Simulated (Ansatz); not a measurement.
## Computed properties of MoPt

MoPt:
Space group Fm-3m (No. 225); a = b = c = 5.1821 Å, α = β = γ = 90.00°

| atom | site | symmetry | x | y | z |
|---|---|---|---|---|---|
| Pt | 4a | m-3m | 0.0000 | 0.0000 | 0.0000 |
| Mo | 4b | m-3m | 0.5000 | 0.5000 | 0.5000 |
(The calculation used a cell of 2 atoms; values per cell refer to that cell.)

Space group Fm-3m (No. 225), rock salt; conventional cell a = 5.1821 Å, b = 5.1821 Å, c = 5.1821 Å, α = 90.00°, β = 90.00°, γ = 90.00°.

Method: the program Ansatz at the PBEsol level (PAW). The cell and atoms are relaxed at this level. Other levels are named where they apply.

### Cell and energy

```yaml
volume_per_atom: 17.40 Å³
density: 13.89 g/cm³
Formation energy from the elements (no fitted shifts): 0.78 eV/atom
```

### Electronic structure

```yaml
electronic_character: metallic (no gap)
Density of states at the Fermi level: 1.8 states/eV per atom (mean over ±0.08 eV)
Gap with spin–orbit coupling: none (metallic)
```

### Mechanics

```yaml
Bulk modulus (Birch–Murnaghan fit): 220 GPa
Pressure derivative B′: 4.6
Elastic constants (relaxed ions, GPa): C11 = 277, C12 = 192, C44 = 6.3
mechanical_stability: stable (all eigenvalues of C positive)
hill_bulk_and_shear_moduli: 220 and 15.2 GPa
Young's modulus: 44.6 GPa
Poisson's ratio: 0.47
debye_temperature_from_the_elastic_constants: 137 K
```

### Phonons

```yaml
highest_zone_centre_frequency: 118 cm^-1
zone_centre_stability: no imaginary mode at Γ
```

The start of the workflow was typed in or built on a structure type; neither database checked (COD, Materials Project) lists it. Whether it is the stable phase at ambient conditions was not checked. Symmetry was held in the PBEsol relaxation. No spin polarisation was allowed. Its formation energy is positive at this level, so the cell may be metastable or incomplete. As this level gives no gap, shear constants depend on the k-mesh and smearing (Fermi–Dirac, 0.1 eV here). As this level gives no gap, phonon frequencies hold no LO–TO term and depend on the k-mesh and smearing (Fermi–Dirac, 0.1 eV here). The references are the lowest solids computed at this level, not always the standard phases. Scalar-relativistic: spin–orbit coupling is off unless named, which matters more the heavier the elements.

Potentials: the later of the program's two PAW sets.
